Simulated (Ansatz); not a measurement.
The relaxed structure here is a generated cell of WS2: the first start was made by placing the elements on the sites of a structure type, and the end was not matched to a known phase here, so it may be hypothetical. Known forms of WS2 include space group No. 194.

One starting cell of WS₂ (a generated trial cell of WS2 in the AFLOW prototype A2B_tP6_129_ac_c (C38, as in Cu2Sb)) was relaxed twice with Ansatz (plane waves, PAW, scalar-relativistic): with r2SCAN at 500 eV and with PBE at 420 eV. The r2SCAN result:

```
WS2
1.0
    3.92894     0.00000     0.00000
    0.00000     3.92894     0.00000
    0.00000     0.00000     6.31605
S W
4 2
Direct
  0.00000   0.00000   0.00000
  0.50000   0.50000   0.00000
  0.50000   0.00000   0.38767
  0.00000   0.50000   0.61233
  0.50000   0.00000   0.77770
  0.00000   0.50000   0.22230
```

```json
[
 {"quantity": "space group", "r2SCAN": "P4/nmm", "PBE": "P4/nmm"},
 {"quantity": "volume (Å³/atom)", "r2SCAN": "16.25", "PBE": "?"},
 {"quantity": "a (Å)", "r2SCAN": "3.929", "PBE": "?"},
 {"quantity": "c (Å)", "r2SCAN": "6.316", "PBE": "?"},
 {"quantity": "gap (eV, no spin-orbit coupling)", "r2SCAN": "0.00", "PBE": "?"}
]
```

### Question
What does PBE give for the same quantities?

### Answer

- volume (Å³/atom), PBE: 16.30
- a (Å), PBE: 3.930
- c (Å), PBE: 6.332
- gap (eV, no spin-orbit coupling), PBE: 0.00

Both levels end in the same structure; PBE's volume is within 0.5 % of r2SCAN's. Neither column is exact.

No spin polarisation in the result.

The run could not lose the symmetry of its start, so the end can be a saddle point.

Ansatz is a program for electronic structure.
